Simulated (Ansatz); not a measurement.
# What DFT gives for BH$_{3}$

```
CELL_PARAMETERS angstrom
4.45679 0.00000 0.00000
0.00000 6.57818 0.00000
-1.54933 0.00000 5.61025
ATOMIC_POSITIONS crystal
H 0.21200 0.50700 0.80600
H 0.28800 0.00700 0.69400
H 0.78800 0.49300 0.19400
H 0.71200 0.99300 0.30600
H 0.12000 0.37400 0.47900
H 0.38000 0.87400 0.02100
H 0.88000 0.62600 0.52100
H 0.62000 0.12600 0.97900
H 0.79700 0.35400 0.66900
H 0.70300 0.85400 0.83100
H 0.20300 0.64600 0.33100
H 0.29700 0.14600 0.16900
B 0.00205 0.45871 0.64507
B 0.49795 0.95871 0.85493
B 0.99795 0.54129 0.35493
B 0.50205 0.04129 0.14507
```

Single point in Ansatz 0.2.0 with r2SCAN, no spin polarisation. Cutoff 500 eV, PAW datasets, 6×4×4 Γ-centred k mesh, fermi-dirac filling (width 0.1 eV).

Electronic structure: The gap is 6.04 eV, indirect (the least direct gap found is 6.06 eV). A semilocal functional usually gives too small a gap.
Charges: Bader charges in e: B +1.90, H -0.63. In the mean B gives up most and H takes most.
Formation energy: -0.04 eV an atom against the elements' usual phases (free molecules for gases, crystals otherwise, with no correction for O₂ or N₂), too near zero to call. Relaxing would lower it.
Stress: The pressure is -0.6 GPa (compression positive), so with the atoms held at these fractions the cell would first shrink. The principal stresses -1.7, -0.7, 0.6 GPa differ, so its shape would change too.

Origin: a database entry at a rescaled volume.
